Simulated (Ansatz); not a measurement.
Geometry optimisation in Ansatz: input, command and trajectory.

```yaml
crystal:
  lattice:
    - [1.9976982595, 1.1533716279, 6.408592798]
    - [-1.9976982595, 1.1533716279, 6.408592798]
    - [0.0, -2.3067432557, 6.408592798]
  atoms:
    - { symbol: Ge, position: [0.9333466254, 0.9333466254, 0.9333466254] }
    - { symbol: Ge, position: [0.221913918, 0.221913918, 0.221913918] }
    - { symbol: Ge, position: [0.778086082, 0.778086082, 0.778086082] }
    - { symbol: Ge, position: [0.0666533746, 0.0666533746, 0.0666533746] }
basis:
  ecutwfc: 420
kpoints:
  mp_grid: { grid: [12, 12, 12] }
hamiltonian:
  xc: lda
scf:
  occupations: { method: gaussian, width: 0.1 }
output:
  forces: true
  stress: true
  eigenvalues: true
relax:
  adjacent_minimum: "off"
  f_tol: 0.01
  max_steps: 60
  cell: { stress_tol: 0.1 }
```

```bash
ansatz run input.yaml --threads 1 --pin off --max-ram 2560MiB --backend cpu --events-out ev --progress --plain --runs-dir out
```

Level of theory: DFT LDA, scalar-relativistic, plane waves, PAW in Ansatz.

Of 5 frames 4 are shown, positions in Å and forces in eV/Å; the SCF threshold varies from step to step. Steps run on the plane waves of an earlier cell, with a Pulay correction in the pressure. The basis is chosen afresh for the last frame, the zero of the energies, and at times for earlier ones too; energy and pressure step there, also at an unchanged geometry.

```xyz
4
Lattice="1.9977 1.1534 6.4086 -1.9977 1.1534 6.4086 0.0000 -2.3067 6.4086" Properties=species:S:1:pos:R:3:forces:R:3 pbc="T T T" step=1 free_energy_over_end_meV_per_atom=0.51 pressure_GPa=0.05
Ge    0.0000    0.0000   17.9443    0.0000    0.0000    0.0446
Ge    0.0000    0.0000    4.2665    0.0000    0.0000    0.0408
Ge    0.0000    0.0000   14.9593    0.0000    0.0000   -0.0408
Ge    0.0000    0.0000    1.2815    0.0000    0.0000   -0.0446
4
Lattice="1.9971 1.1530 6.4464 -1.9971 1.1530 6.4464 0.0000 -2.3061 6.4464" Properties=species:S:1:pos:R:3:forces:R:3 pbc="T T T" step=2 free_energy_over_end_meV_per_atom=0.23 pressure_GPa=-0.28
Ge    0.0000    0.0000   18.0615    0.0000    0.0000    0.0160
Ge    0.0000    0.0000    4.3091    0.0000    0.0000   -0.0225
Ge    0.0000    0.0000   15.0300    0.0000    0.0000    0.0225
Ge    0.0000    0.0000    1.2777    0.0000    0.0000   -0.0160
4
Lattice="1.9947 1.1517 6.4449 -1.9947 1.1517 6.4449 0.0000 -2.3033 6.4449" Properties=species:S:1:pos:R:3:forces:R:3 pbc="T T T" step=3 free_energy_over_end_meV_per_atom=0.09 pressure_GPa=-0.14
Ge    0.0000    0.0000   18.0577    0.0000    0.0000    0.0172
Ge    0.0000    0.0000    4.3034    0.0000    0.0000   -0.0083
Ge    0.0000    0.0000   15.0313    0.0000    0.0000    0.0083
Ge    0.0000    0.0000    1.2770    0.0000    0.0000   -0.0172
4
Lattice="1.9904 1.1491 6.4539 -1.9904 1.1491 6.4539 0.0000 -2.2983 6.4539" Properties=species:S:1:pos:R:3:forces:R:3 pbc="T T T" step=5 free_energy_over_end_meV_per_atom=0.00 pressure_GPa=0.00
Ge    0.0000    0.0000   18.0871    0.0000    0.0000    0.0081
Ge    0.0000    0.0000    4.3060    0.0000    0.0000    0.0004
Ge    0.0000    0.0000   15.0557    0.0000    0.0000   -0.0004
Ge    0.0000    0.0000    1.2746    0.0000    0.0000   -0.0081
```

It took 2.1 min on 1 thread of Intel(R) Xeon(R) Platinum 8488C (Sapphire Rapids) (shared host), peak memory 0.68 GiB.